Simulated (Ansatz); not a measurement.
An Ansatz (a quantum-chemistry and plane-wave program) run. Input:

Ansatz 0.2 input:
```yaml
crystal:
  lattice:
    - [3.6692710556, 0.0, 0.0]
    - [0.0, 3.8579313677, 0.0]
    - [0.0, 0.0, 6.4315018713]
  atoms:
    - { symbol: Ta, position: [0.5, 0.0, 0.5] }
    - { symbol: Ta, position: [0.0, 0.0, 0.0] }
    - { symbol: O, position: [0.5, 0.5, 0.5] }
    - { symbol: O, position: [0.0, 0.0, 0.6792516777] }
    - { symbol: O, position: [0.0, 0.0, 0.3207483223] }
    - { symbol: O, position: [0.0, 0.5, 0.0] }
    - { symbol: O, position: [0.5, 0.0, 0.0] }
kpoints:
  mp_grid: { grid: [6, 6, 4] }
hamiltonian:
  xc: pbesol
  pseudopotentials: { azcp: { folder: ./paw }, kind: paw }
scf:
  occupations: { method: fixed }
phonons:
  method: dfpt
  response_accuracy: low
  qmesh: [3, 3, 2]
  interpolated_qmesh: [15, 14, 9]
  dielectric: true
  rigid_motions: translations
  temperatures: { t_max: 1000, t_step: 50 }
  qpath:
    path:
      - [[0.0, 0.0, 0.0], [0.5, 0.0, 0.0], [0.5, 0.5, 0.0], [0.0, 0.5, 0.0], [0.0, 0.0, 0.0], [0.0, 0.0, 0.5], [0.5, 0.0, 0.5], [0.5, 0.5, 0.5], [0.0, 0.5, 0.5], [0.0, 0.0, 0.5]]  # Γ-X-S-Y-Γ-Z-U-R-T-Z
      - [[0.5, 0.0, 0.0], [0.5, 0.0, 0.5]]  # X-U
      - [[0.0, 0.5, 0.0], [0.0, 0.5, 0.5]]  # Y-T
      - [[0.5, 0.5, 0.0], [0.5, 0.5, 0.5]]  # S-R
    npoints: 7
```

Output (shortened):

```
WARN phonons: the dynamical matrix that this run interpolates holds no multipole term above the dipole-dipole one, and a site of this crystal is no centre of …
Pseudopotential: Ta, paw, valence charge 13
Pseudopotential: O, paw, valence charge 6
Functional definition: PBEsol
Crystal: 7 atoms, lattice volume = 91.043 Å³
Basis set: ecut = 420 eV, 1773 PW (Γ), exchange–correlation on 50×54×90 points (8 copies of the dense FFT grid, shifted against one another)
Bands: 35, of which v1, the nominal top of the filled ones, is band 28 counted from 1 (27 counted from 0)
Symmetry: 8 space group operations
k-points: 76 of 144 (irreducible under 1 space group operation, time reversal used)
SCF 1 converged in 14 iterations: F = -22424.216169 eV  dr2 = 9.78e-11
── the response to a field inside a basis, on 10×10×6 k-points: an SCF that follows is theirs, and a resumed run solves both again ──
Crystal: 7 atoms, lattice volume = 91.043 Å³
Bands: 29, of which v1, the nominal top of the filled ones, is band 28 counted from 1 (27 counted from 0)
k-points: 75 of 600
SCF 1 converged in 4 iterations: F = -22424.190761 eV  dr2 = 5.47e-8
WARN: field response: ε∞ stands inside a basis, on 10×10×6 points …
WARN: on the 15×14×9 q-mesh 1155 entries of the irreducible table, 3.645e0 modes per cell, the lowest at -397.83 cm⁻¹, stand at or below zero and are read as …
SCF converged after 14 iterations
Free energy (F): -22424.216169 eV
Harris-Foulkes:  -22424.216169 eV  (|F-HF|=2.18e-11)
Internal energy: -22424.216169 eV  (E = F + TS)
E sigma→0 (E₀):  -22424.216169 eV
Fermi energy:    8.680450 eV
--- Per-component energies (eV) ---
  E_band       = -501.128677
  E_kinetic    = 1610.913902
  E_local      = -3768.787052  (includes V_loc(G=0)·N_el)
  E_nonlocal   = 250.403441
  E_hartree    = 1372.817422
  E_xc         = -984.693764
  E_vxc        = -911.990055  (∫ρ·V_xc dr)
  E_paw        = -17148.475339  (= ΣΔE_a)
  E_vpaw       = -427.307607  (= ΣTr[D̂ρ^β])
  E_aug_tail   = 0.004013  (compensation charges beyond the density's cutoff)
  E_ewald      = -3757.002658
  E_core_change = 0.603865  (= ΣΔE_core)
  E_smearing   =  0.000000  (= −TS)
  E_closure    = 0.000000  (closes the sum)
  Σ components = -22424.216169   (vs F -22424.216169, Δ=0.00e0)
--- Band table (eV; the first three rows and the last of 76) ---
  k-point 0: bands = ["-61.2938", "-58.7999", "-27.8500", "-27.6063", "-27.4751", "-25.6893", "-25.5209", "-25.3108", "-10.4979", "-10.0868", "-9.7610", "-8.4256", "-8.4147", "1.7267", "2.7756", "4.8037", "4.8476", "4.9739", "5.4754", "5.7121", "5.9252", …
  k-point 1: bands = ["-61.2938", "-58.7999", "-27.8492", "-27.6063", "-27.4751", "-25.6893", "-25.5225", "-25.3108", "-10.4175", "-10.0994", "-9.6947", "-8.6484", "-8.3908", "2.1874", "2.8558", "4.6884", "4.8894", "4.9284", "5.4758", "5.5477", "6.0344", …
  k-point 2: bands = ["-61.2938", "-58.7999", "-27.8484", "-27.6063", "-27.4751", "-25.6894", "-25.5240", "-25.3108", "-10.3279", "-10.1199", "-9.5759", "-8.9003", "-8.3893", "2.8147", "2.9479", "4.5578", "4.8885", "4.9643", "5.4589", "5.4766", "5.4842", …
  k-point 75: bands = ["-61.2920", "-58.7996", "-27.8256", "-27.7143", "-27.5871", "-25.9287", "-25.5012", "-25.4236", "-9.2231", "-8.9740", "-8.5965", "-7.6555", "-6.8564", "1.0822", "1.4013", "1.8775", "2.5252", "2.9253", "2.9274", "4.1279", "4.4760", …
--- Phonons (Γ-DFPT): 18 representative perturbations + reference, on 76 of 144 k-points (Σ response iterations 54) ---
  ASR residual: 7.512e-4 → 0.000e0 eV/Å²; symmetrization residual: 1.144e-4 eV/Å²
  ASR residual per site (eV/Å²): 2.76e-4 5.71e-4 4.32e-4 2.66e-4 2.66e-4 4.42e-4 7.51e-4
  Γ frequencies (cm⁻¹): -397.83 -294.80 -274.07 -151.15 0.00 0.00 0.00 53.40 85.80 103.08 158.13 196.13 202.27 275.07 299.77 301.85 380.94 440.93 582.80 772.89 873.18
  ε∞ (high-frequency dielectric tensor):
        6.920610     0.000000     0.000000
        0.000000     7.684743     0.000000
        0.000000     0.000000     5.254200
  ε⁰ (static dielectric tensor): not given — an optical mode at Γ is not stable, and the ionic part, a sum over the modes at Γ, is formed only where all of …
  softest optical mode at Γ: -397.83 cm⁻¹; the repairs (sum rule, projections) moved no ω² at Γ by more than (7.32 cm⁻¹)²
  Born effective charges Z* (e; rows j = field, columns β = displacement):
    site 0:
         9.36730    0.00000    0.00000
         0.00000   10.72040    0.00000
         0.00000    0.00000    5.74075
    site 1:
         9.26132    0.00000    0.00000
         0.00000    9.83258    0.00000
         0.00000    0.00000    6.61377
    site 2:
        -1.36820    0.00000    0.00000
         0.00000   -8.71548    0.00000
         0.00000    0.00000   -1.02930
    site 3:
        -4.22286    0.00000    0.00000
         0.00000   -1.39987    0.00000
         0.00000    0.00000   -4.09504
    site 4:
        -4.22286    0.00000    0.00000
         0.00000   -1.39987    0.00000
         0.00000    0.00000   -4.09504
    site 5:
        -1.42186    0.00000    0.00000
         0.00000   -7.59774    0.00000
         0.00000    0.00000   -1.41129
    site 6:
        -7.39285    0.00000    0.00000
         0.00000   -1.44003    0.00000
         0.00000    0.00000   -1.72384
  Z* charge neutrality: 5.865e-3 e pre-enforcement
  solved inside a basis spanned on kpoints, on 10×10×6 k-points, its susceptibility summed on 12×10×6: ε∞ is read to err by 2.5e-2, Z* by 3.9e-2 e (field_mesh …
  optical modes at Γ without the LO–TO term, one row a degenerate level:
      ω (cm⁻¹)  modes    IR ((D/Å)²/amu)
       -397.83      1            16.7775
       -294.80      1            68.2253
       -274.07      1            37.3712
       -151.15      1            25.2819
         53.40      1             6.1879
         85.80      1             0.0230
        103.08      1             2.6990
        158.13      1            93.4287
        196.13      1            12.8753
        202.27      1             0.6254
        275.07      1             0.0000
        299.77      1             0.0000
        301.85      1             6.0820
        380.94      1            24.1195
        440.93      1            26.3246
        582.80      1            65.0850
        772.89      1             0.0000
        873.18      1            68.0982
  optical modes at Γ + LO–TO along q̂ = [1.0000, 0.0000, 0.0000]:
      ω (cm⁻¹)  modes    IR ((D/Å)²/amu)
       -397.83      1            16.7775
       -274.07      1            37.3712
       -151.15      1            25.2819
        -90.00      1             3.4423
         53.40      1             6.1879
         85.80      1             0.0230
        130.82      1             0.8736
        158.13      1            93.4287
        202.27      1             0.6254
        275.07      1             0.0000
        275.96      1             2.2044
        299.77      1             0.0000
        380.94      1            24.1195
        432.79      1            35.7923
        440.93      1            26.3246
        582.80      1            65.0850
        772.89      1             0.0000
       1038.29      1           115.6671
  optical modes at Γ + LO–TO along q̂ = [0.0000, 1.0000, 0.0000]:
      ω (cm⁻¹)  modes    IR ((D/Å)²/amu)
       -397.83      1            16.7775
       -294.80      1            68.2253
       -234.82      1             0.9704
       -151.15      1            25.2819
         64.62      1             0.0287
         85.80      1             0.0230
        103.08      1             2.6990
        196.13      1            12.8753
        202.27      1             0.6254
        275.07      1             0.0000
        299.77      1             0.0000
        301.85      1             6.0820
        366.28      1             6.0303
        380.94      1            24.1195
        498.68      1             5.6241
        772.89      1             0.0000
        873.18      1            68.0982
        922.61      1           215.7439
  optical modes at Γ + LO–TO along q̂ = [0.0000, 0.0000, 1.0000]:
      ω (cm⁻¹)  modes    IR ((D/Å)²/amu)
       -357.95      1             2.3851
       -294.80      1            68.2253
       -274.07      1            37.3712
         53.40      1             6.1879
         85.54      1             0.0042
        103.08      1             2.6990
        158.13      1            93.4287
        184.51      1             2.1396
        196.13      1            12.8753
        226.56      1             3.7275
        275.07      1             0.0000
        299.77      1             0.0000
        301.85      1             6.0820
        440.93      1            26.3246
        582.80      1            65.0850
        587.94      1            58.5709
        772.89      1             0.0000
        873.18      1            68.0982
  non-analytic LO–TO correction: the dipole-dipole term of the run's Born effective charges and high-frequency dielectric tensor (where they are solved with …
--- Phonons (arbitrary-q DFPT): 8 irreducible q on the 3×3×2 mesh ---
  q = [0.0000, 0.0000, 0.0000] (star 1, of the zone-centre solve; hermiticity 3.17e-6, symmetrization 2.68e-6): -397.83 -294.80 -274.07 -151.15  0.00 0.00 0.00 53.40 85.80 103.08 158.13 196.13 202.27 275.07 299.77 301.85 380.94 440.93 582.80 772.89 873.18
  q = [0.0000, 0.0000, -0.5000] (star 1, 18 solved perturbations on 48 of 144 k-point pairs; hermiticity 4.17e-6, symmetrization 1.33e-14): -354.75 -273.77 -273.58 43.03 43.91 44.63 73.47 101.44 123.70 182.20 187.66 194.94 232.14 259.74 268.48 312.48 448.47 …
  q = [0.0000, 0.3333, 0.0000] (star 2, 18 solved perturbations on 72 of 144 k-point pairs; hermiticity 2.35e-6, symmetrization 8.93e-12): -395.84 -269.47 -39.27 52.57 61.31 75.09 145.79 165.74 198.00 215.26 236.85 238.54 285.74 307.42 336.87 374.22 387.58 …
  q = [0.0000, 0.3333, -0.5000] (star 2, 18 solved perturbations on 72 of 144 k-point pairs; hermiticity 2.90e-6, symmetrization 2.12e-11): -363.07 -248.25 -33.33 57.95 111.86 118.64 147.95 163.62 164.31 222.52 231.79 246.69 285.81 310.45 337.95 398.41 469.31 …
  q = [0.3333, 0.0000, 0.0000] (star 2, 18 solved perturbations on 72 of 144 k-point pairs; hermiticity 1.80e-6, symmetrization 1.20e-11): -342.63 -208.74 -112.50 -57.83 51.50 63.70 135.91 141.71 159.26 238.49 264.78 269.52 277.75 289.13 315.95 403.53 421.96 …
  q = [0.3333, 0.0000, -0.5000] (star 2, 18 solved perturbations on 72 of 144 k-point pairs; hermiticity 2.28e-6, symmetrization 1.36e-11): -278.69 -266.55 -119.19 -112.50 6.95 52.64 93.85 157.92 187.81 211.20 239.34 253.62 281.50 290.78 372.52 410.42 450.50 …
  q = [0.3333, 0.3333, 0.0000] (star 4, 18 solved perturbations on 108 of 144 k-point pairs; hermiticity 1.60e-6, symmetrization 1.72e-11): -336.78 -185.07 -163.39 99.29 103.79 134.99 182.23 186.39 221.30 238.15 258.92 280.65 337.50 337.81 381.66 397.08 …
  q = [0.3333, 0.3333, -0.5000] (star 4, 18 solved perturbations on 108 of 144 k-point pairs; hermiticity 2.53e-6, symmetrization 2.07e-11): -300.18 -234.00 -162.93 -81.25 95.60 140.53 191.18 204.79 227.85 250.71 254.26 306.62 322.43 331.89 385.47 402.89 …
  sum rule: each row above includes the acoustic sum rule's correction from the zone centre's row sums; it moved no ω² by more than (3.57 cm⁻¹)²
  mesh force constants: q→R imaginary residual 1.97e-16; ASR residual 7.512e-4 → 0.000e0 eV/Å²; symmetrization residual 2.842e-14 eV/Å²
  interpolated dispersion: 89 rows × 21 modes
  density of states and harmonic sums: on the 15×14×9 q-mesh, interpolated from the force constants of a 3×3×2 supercell (with the dipole–dipole term)
  largest difference from the sums on the solved wave vectors: F 6.92e-3 eV, S 1.11e-5 and C_V 5.75e-6 eV/K
  zero-point energy: 0.402052 eV/cell   skipped modes (ω ≤ 0): 1158, of them read as no rigid motion or as one in doubt …
```

Cost: roughly 40 core-minutes on shared cores.

Space group Pmmm. The workflow started from a Materials Project entry (that database holds measured and hypothetical structures alike); the Crystallography Open Database copy checked does not list it. COD files the formula under space group No. 49, so this cell is another polymorph or a model. Its standing as an ambient phase is unchecked. The PBEsol relaxation kept the symmetry of its start. At this level the phase is dynamically unstable (imaginary phonons). No spin polarisation was allowed. Scalar-relativistic: spin–orbit coupling is off unless named, which matters more the heavier the elements.

Potentials: the earlier of the program's two PAW sets.

Ansatz is a plane-wave DFT program.
